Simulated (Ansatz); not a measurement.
A relaxed cell of Hf (P6₃/mmc (No. 194)), relaxed on a k-mesh at least as fine as the one used below. All values below come from r2SCAN (plane waves to 500 eV, PAW, scalar-relativistic; Ansatz, a first-principles code). Γ-centred k-mesh 6×12×4 on the run's cell (coarser than for final values), Fermi–Dirac smearing 0.05 eV.

```
Hf
1.0
    6.38532     0.00000     0.00000
   -1.59633     2.76493     0.00000
    0.00000     0.00000    10.19832
Hf
8
Direct
  0.00000   0.00000   0.00000
  0.50000   0.00000   0.00000
  0.00000   0.00000   0.50000
  0.50000   0.00000   0.50000
  0.16667   0.66667   0.25000
  0.66667   0.66667   0.25000
  0.33333   0.33333   0.75000
  0.83333   0.33333   0.75000
```

Every atom was then displaced, and the forces became (eV/Å):

```tsv
atom	Fx	Fy	Fz
Hf1	0.17	-0.16	-1.74
Hf2	-0.24	-0.11	1.40
Hf3	-0.52	-0.32	0.08
Hf4	0.34	0.20	-0.47
Hf5	0.25	0.58	1.86
Hf6	-0.23	-0.28	0.09
Hf7	-0.65	0.01	-0.80
Hf8	0.88	0.09	-0.40
```

**Question.** Which atom was moved farthest relative to the others, and in which direction?

**Answer.** Hf5, by (0.03, -0.06, -0.19) Å (0.20 Å, mean shift removed); the next is Hf8 with 0.15 Å. Its force makes an angle of 163° with its move.

All displacements (Å):

```tsv
atom	ux	uy	uz
Hf1	-0.100	0.012	0.178
Hf2	-0.015	-0.006	-0.073
Hf3	0.003	0.089	0.081
Hf4	-0.087	-0.017	0.094
Hf5	-0.026	-0.058	-0.148
Hf6	-0.018	-0.008	0.022
Hf7	-0.036	-0.047	0.115
Hf8	-0.204	0.018	0.069
```

**Question.** Estimate the energy cost of the displacement in the harmonic approximation and compare with the calculation.

**Answer.** For a harmonic well ΔE = −½ Σ F·u = 0.555 eV a cell, or 69 meV/atom. The calculated energy relative to the undisplaced cell is +0.07 eV/atom, so the harmonic estimate holds well.

No spin polarisation in the result.

The run that gave the undisplaced cell could not lose the symmetry of its start; a randomly shaken copy of 8 atoms returns to this structure.

The relaxed structure here is a generated cell of Hf: the first start was made by placing the elements on the sites of a structure type, and the end was not matched to a known phase here, so it may be hypothetical. A known form of Hf has the same space group; whether the sites agree was not checked.
